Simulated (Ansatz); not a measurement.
Input and command of a calculation in Ansatz (plane waves; scalar-relativistic PAW potentials unless the input names others):

```yaml
crystal:
  lattice:
    - [3.2933448063, 0.0, 0.0]
    - [-1.6466724031, 2.8521202657, 0.0]
    - [0.0, 0.0, 5.3604513931]
  atoms:
    - { symbol: Mg, position: [0.3333333333, 0.6666666667, 0.2479610253] }
    - { symbol: Mg, position: [0.6666666667, 0.3333333333, 0.7520389747] }
    - { symbol: H, position: [0.0, 0.0, 0.0] }
    - { symbol: H, position: [0.3333333333, 0.6666666667, 0.648155532] }
    - { symbol: H, position: [0.6666666667, 0.3333333333, 0.351844468] }
basis:
  ecutwfc: 420
kpoints:
  mp_grid: { grid: [0, 12, 8] }
hamiltonian:
  xc: pbe
scf:
  occupations: { method: gaussian, width: 0.1 }
  max_iter: 75
output:
  forces: true
  eigenvalues: true
  stress: true
```

```bash
ansatz run input.yaml --threads 1 --pin off --max-ram 2560MiB --backend cpu --events-out ev --progress --plain --runs-dir out
```

Problem. What is wrong with this input?

Solution. The program refuses it, because of a mesh with a zero (kpoints.mp_grid.grid: [12, 12, 8] → [0, 12, 8]). With the sound run's settings it is accepted.

Abridged log:
```
Error: invalid value for `kpoints.mp_grid.grid`: each dimension must be in 1..=255
```